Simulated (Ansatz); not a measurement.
P:
```xyz
2
Lattice="0.0000 2.6906 2.6906 2.6906 0.0000 2.6906 2.6906 2.6906 0.0000" Properties=species:S:1:pos:R:3 pbc="T T T"
P      0.0000     0.0000     0.0000
P      1.3453     1.3453     1.3453
```

This is the PBEsol-relaxed structure.

Task: All from plane-wave PAW PBEsol (Ansatz code), unless another level is named. Estimate the highest zone-centre frequency.

Result: 224 cm⁻¹.

Task: What about the bulk modulus (Birch–Murnaghan fit)?

Result: 48.2 GPa.

Space group Fd-3m (diamond). The start of the workflow was typed in or built on a structure type; neither database checked (COD, Materials Project) lists it. It is not the phase usual at ambient conditions (space group No. 64). The cell was relaxed with PBEsol under the symmetry of its start. At this level the phase is mechanically unstable. As this level gives no gap, phonon frequencies hold no LO–TO term and depend on the k-mesh and smearing (Fermi–Dirac, 0.1 eV here).

Potentials: the earlier of the program's two PAW sets. The files were generated under PBE; for other functionals the program regenerates the frozen cores, and for LDA and PBEsol the local potential too.
